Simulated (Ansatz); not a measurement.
Ga in space group Cmcm (No. 63; Ga on 8g) under volume change, r²SCAN (plane waves, PAW; program Ansatz), shape and atoms relaxed at each volume.

```csv
V (Å³/atom),E − E(relaxed) (meV/atom),P (GPa)
18.222,(withheld),(withheld)
18.822,(withheld),(withheld)
19.423,3.3,1.80
20.024,0.0,0.00
20.625,2.9,-1.51
21.225,11.0,-2.77
21.826,23.4,-3.82
```

Question: What belongs in the gaps?

Answer: 
- 18.222, E − E(relaxed) (meV/atom): 33.4
- 18.222, P (GPa): 6.52
- 18.822, E − E(relaxed) (meV/atom): 13.9
- 18.822, P (GPa): 3.95

Question: What does a third-order Birch–Murnaghan fit give for V₀, B₀ and B′?

Answer: V₀ = 20.02 Å³/atom, B₀ = 54.8 GPa, B′ = 4.9.

The first step of the workflow began from a Materials Project structure, measured or hypothetical; the Crystallography Open Database files this formula in space group No. 63, but the cells were not matched. It is not the phase usual at ambient conditions (space group No. 64). The cell was relaxed with r²SCAN under the symmetry of its start; of distortions, only those at the zone centre were tested. Scalar-relativistic: spin–orbit coupling is off unless named, which matters more the heavier the elements.

Potentials: the later of the program's two PAW sets.
